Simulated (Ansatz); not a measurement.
**LaP under compression and expansion**

```yaml
crystal:
  lattice:
    - [0.00000, 3.01250, 3.01250]
    - [3.01250, 0.00000, 3.01250]
    - [3.01250, 3.01250, 0.00000]
  atoms:
    - { symbol: La, position: [0.00000, 0.00000, 0.00000] }
    - { symbol: P, position: [0.50000, 0.50000, 0.50000] }
```

The cell comes from COD entry 1538844, which wasn't checked; take it as a given geometry.

Spin–orbit coupling is left out, though it moves levels of the heavy atoms by tenths of an eV or more.

Levels of theory: DFT, LDA, all-electron LAPW, scalar-relativistic (Ansatz 0.2.0); DFT, LDA, PAW with Ansatz's default frozen-core files, scalar-relativistic (Ansatz 0.2.0).

For LAPW: a Γ-centred 10×10×10 k mesh, Fermi–Dirac smearing of 0.03 eV, basis error target 1 meV/atom, no spin polarisation. PAW takes a cutoff of 420 eV at this cell (files made with PBE, cores remade for this functional). The Ansatz runs share mesh, smearing and spin set-up. Plane-wave (PAW) pressures include the program's estimate of the Pulay term.

The cell above is scaled evenly, with fractional coordinates and shape held.

| V/V(cell) | V (Å³/atom) | P, LAPW (GPa) | P, PAW (GPa) | free energy over the lowest listed, PAW (meV/atom) |
| --- | --- | --- | --- | --- |
| 0.9400 | 25.699 | 1.62 | 1.58 | 2.3 |
| 0.9600 | 26.245 | -0.17 | -0.20 | 0.0 |
| 0.9800 | 26.792 | -1.77 | -1.80 | 3.5 |
| 0.9900 | 27.066 | -2.51 | -2.53 | 7.2 |
| 1.0000 | 27.339 | -3.21 | -3.23 | 12.1 |
| 1.0100 | 27.612 | -3.87 | -3.90 | 18.2 |
| 1.0200 | 27.886 | -4.50 | -4.53 | 25.4 |
| 1.0400 | 28.432 | -5.67 | -5.69 | 42.8 |
| 1.0600 | 28.979 | -6.73 | -6.75 | 64.1 |

Task: What do Birch–Murnaghan fits to the pressures give?

Result: LAPW: V0 = 26.19 Å³/atom, B0 = 82 GPa, B0′ = 4.1; PAW: V0 = 26.18 Å³/atom, B0 = 82 GPa, B0′ = 4.1.

PAW's V0 lies -0.04 % from the all-electron value and its B0 0.0 %. Symmetry fixes shape and coordinates here, so this is the relaxed modulus.
